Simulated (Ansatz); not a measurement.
KI in the rocksalt structure, relaxed with r2SCAN, was run in the PAW code Ansatz under altered settings. All numbers are computed, without spin polarisation but where a row says otherwise.

```
K I
1.0
     0.00000    3.54429    3.54429
     3.54429    0.00000    3.54429
     3.54429    3.54429    0.00000
K I
1 1
Direct
  0.00000 0.00000 0.00000
  0.50000 0.50000 0.50000
```

The base run's other keys:
```yaml
kpoints:
  mp_grid: { grid: [4, 4, 4] }
hamiltonian:
  xc: hse06
scf:
  occupations: { method: fixed }
  n_extra_bands: 4
```

It takes 10 iterations with 1807 plane waves at 420 eV and 8 k points, and leaves a mean stress of +0.28 GPa. The gap over this mesh is 4.941 eV.

Outcomes, with energy and stress as changes against the base:
```tsv
setting	outcome	ΔF (meV/atom)	Δ mean stress (GPa)	gap on the mesh (eV)	iterations
PBE hybrid, exx coeff 0.75, omega 0.3 1/Å	converged	–	-0.4	6.367	13
PBE hybrid, exx coeff 0.05, omega 0.3 1/Å	converged	–	+0.2	4.099	9
PBE hybrid, exx coeff 0.3, omega 0.1 1/Å	converged	–	-0.1	5.538	10
scf.exx.ecutfock_ratio: 1	converged	+29	0.0	4.941	10
basis.ecutwfc: 120	converged, warned	+140030	-5.9	6.889	13
scf.occupations: methfessel_paxton 0.2	converged	0.0	0.0	4.941	10
```
A dash marks a value that wasn't obtained or can't be compared. Stress is positive in compression.

- PBE hybrid, exx coeff 0.75, omega 0.3 1/Å. That is 75 % exact exchange, screened with ω = 0.3 1/Å, against HSE06's 25 % screened at 0.208 1/Å. The mean stress moves by -0.4 GPa and the gap on the mesh by +1.426 eV (to 6.367). Totals of different functionals aren't comparable.
- PBE hybrid, exx coeff 0.05, omega 0.3 1/Å. That is 5 % exact exchange, screened with ω = 0.3 1/Å, against HSE06's 25 % screened at 0.208 1/Å. The mean stress moves by +0.2 GPa and the gap on the mesh by -0.842 eV (to 4.099). Totals of different functionals aren't comparable.
- PBE hybrid, exx coeff 0.3, omega 0.1 1/Å. That is 30 % exact exchange, screened with ω = 0.1 1/Å, against HSE06's 25 % screened at 0.208 1/Å. The mean stress moves by -0.1 GPa and the gap on the mesh by +0.597 eV (to 5.538). Totals of different functionals aren't comparable. The program warns that on this mesh the truncation of the exchange isn't bounded, so part of the change can be an error of the mesh.
- basis.ecutwfc: 120. 283 plane waves in place of 1807. The free energy moves by +140030 meV an atom, the mean stress by -5.9 GPa and the gap on the mesh by +1.948 eV (to 6.889). The basis is too small: these are errors of the cutoff. Warned: cutoff below recommended.

Within 1 meV an atom, 0.1 GPa and 0.005 eV of the base stay: scf.occupations: methfessel_paxton 0.2.

Spin-orbit coupling is left out, which matters wherever the heavy atoms make up the band edges.

The stress of a hybrid is loosely converged in these runs.

The meshes of the hybrids are coarse, so their gaps aren't converged to the digits shown.
